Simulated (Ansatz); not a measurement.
# Zincblende alloy of CdTe and CdSe (6 of 32 Te sites exchanged), 64 atoms

Ansatz, PAW, plane waves. PBEsol relaxation of volume and atoms (shape held) at the single k point (¼, ¼, ¼) without its symmetry partners; single points on the relaxed atoms at the Γ point alone, onto which points of the small cell's zone fold. Arrangement: quasirandom. No spin–orbit coupling unless named.

Relaxed structure:

```yaml
crystal:
  lattice:
    - [12.82464, 0.00000, 0.00000]
    - [0.00000, 12.82464, 0.00000]
    - [0.00000, 0.00000, 12.82464]
  atoms:
    - { symbol: Cd, position: [0.00078, 0.99942, 0.00190] }
    - { symbol: Cd, position: [0.00028, 0.99804, 0.49872] }
    - { symbol: Cd, position: [0.00674, 0.50774, 0.00643] }
    - { symbol: Cd, position: [0.00609, 0.49541, 0.49373] }
    - { symbol: Cd, position: [0.49336, 0.99139, 0.00669] }
    - { symbol: Cd, position: [0.50476, 0.99358, 0.49396] }
    - { symbol: Cd, position: [0.49316, 0.50715, 0.99573] }
    - { symbol: Cd, position: [0.50418, 0.50793, 0.50470] }
    - { symbol: Cd, position: [0.25031, 0.24995, 0.00022] }
    - { symbol: Cd, position: [0.24638, 0.25741, 0.49288] }
    - { symbol: Cd, position: [0.25651, 0.74351, 0.00664] }
    - { symbol: Cd, position: [0.25026, 0.74996, 0.49995] }
    - { symbol: Cd, position: [0.74875, 0.25172, 0.00162] }
    - { symbol: Cd, position: [0.75071, 0.24996, 0.50041] }
    - { symbol: Cd, position: [0.75041, 0.75032, 0.00016] }
    - { symbol: Cd, position: [0.73825, 0.74852, 0.49874] }
    - { symbol: Cd, position: [0.25773, 0.99252, 0.24293] }
    - { symbol: Cd, position: [0.25086, 0.99833, 0.74859] }
    - { symbol: Cd, position: [0.24033, 0.50180, 0.25103] }
    - { symbol: Cd, position: [0.25737, 0.50761, 0.75729] }
    - { symbol: Cd, position: [0.74438, 0.99249, 0.25763] }
    - { symbol: Cd, position: [0.74826, 0.99830, 0.75159] }
    - { symbol: Cd, position: [0.74860, 0.50195, 0.24900] }
    - { symbol: Cd, position: [0.74423, 0.50766, 0.74255] }
    - { symbol: Cd, position: [0.00626, 0.25474, 0.25607] }
    - { symbol: Cd, position: [0.00057, 0.25333, 0.75090] }
    - { symbol: Cd, position: [0.00654, 0.74240, 0.24392] }
    - { symbol: Cd, position: [0.00012, 0.74981, 0.74953] }
    - { symbol: Cd, position: [0.49884, 0.25256, 0.24982] }
    - { symbol: Cd, position: [0.49888, 0.24921, 0.74934] }
    - { symbol: Cd, position: [0.49870, 0.76057, 0.25065] }
    - { symbol: Cd, position: [0.49886, 0.73773, 0.75138] }
    - { symbol: Te, position: [0.12696, 0.12432, 0.12764] }
    - { symbol: Te, position: [0.12548, 0.12695, 0.62258] }
    - { symbol: Te, position: [0.12640, 0.62257, 0.62490] }
    - { symbol: Te, position: [0.62290, 0.12081, 0.12669] }
    - { symbol: Te, position: [0.62383, 0.12257, 0.62294] }
    - { symbol: Te, position: [0.62046, 0.62842, 0.12523] }
    - { symbol: Te, position: [0.37151, 0.37940, 0.12526] }
    - { symbol: Te, position: [0.37432, 0.37861, 0.62431] }
    - { symbol: Te, position: [0.37900, 0.87099, 0.62513] }
    - { symbol: Te, position: [0.87837, 0.37682, 0.12644] }
    - { symbol: Te, position: [0.87489, 0.37828, 0.62331] }
    - { symbol: Te, position: [0.87505, 0.87294, 0.12793] }
    - { symbol: Te, position: [0.87089, 0.87204, 0.62229] }
    - { symbol: Te, position: [0.37430, 0.12282, 0.37351] }
    - { symbol: Te, position: [0.37533, 0.12201, 0.87678] }
    - { symbol: Te, position: [0.37503, 0.62599, 0.37217] }
    - { symbol: Te, position: [0.87474, 0.12436, 0.37345] }
    - { symbol: Te, position: [0.87466, 0.12504, 0.87535] }
    - { symbol: Te, position: [0.87498, 0.62580, 0.37525] }
    - { symbol: Te, position: [0.87471, 0.62362, 0.87486] }
    - { symbol: Te, position: [0.12685, 0.37944, 0.87663] }
    - { symbol: Te, position: [0.12652, 0.87294, 0.37058] }
    - { symbol: Te, position: [0.12871, 0.87054, 0.87867] }
    - { symbol: Te, position: [0.62408, 0.37732, 0.37679] }
    - { symbol: Te, position: [0.62276, 0.37923, 0.87337] }
    - { symbol: Te, position: [0.62013, 0.87086, 0.87485] }
    - { symbol: Se, position: [0.12953, 0.62511, 0.12484] }
    - { symbol: Se, position: [0.62244, 0.62770, 0.62432] }
    - { symbol: Se, position: [0.37437, 0.86911, 0.12445] }
    - { symbol: Se, position: [0.37425, 0.62789, 0.87733] }
    - { symbol: Se, position: [0.12571, 0.37719, 0.37247] }
    - { symbol: Se, position: [0.62254, 0.87125, 0.37481] }
```

Question: What are the mean bond lengths by pair (pairs within 1.2 times the sum of covalent radii, less contacts 15 % beyond the pair's median; cation–cation pairs of compounds aside; long ionic contacts are cut short by that bound)?

Answer: Cd–Se 2.667 ± 0.013 Å (standard deviation, 24 bonds); Cd–Te 2.804 ± 0.012 Å (standard deviation, 104 bonds).

Question: What gap lies between the top filled and the lowest empty level in the single points?

Answer: HSE06 1.48 eV (62 s on NVIDIA GB200); r²SCAN 1.08 eV (5.7 s on NVIDIA GB200).
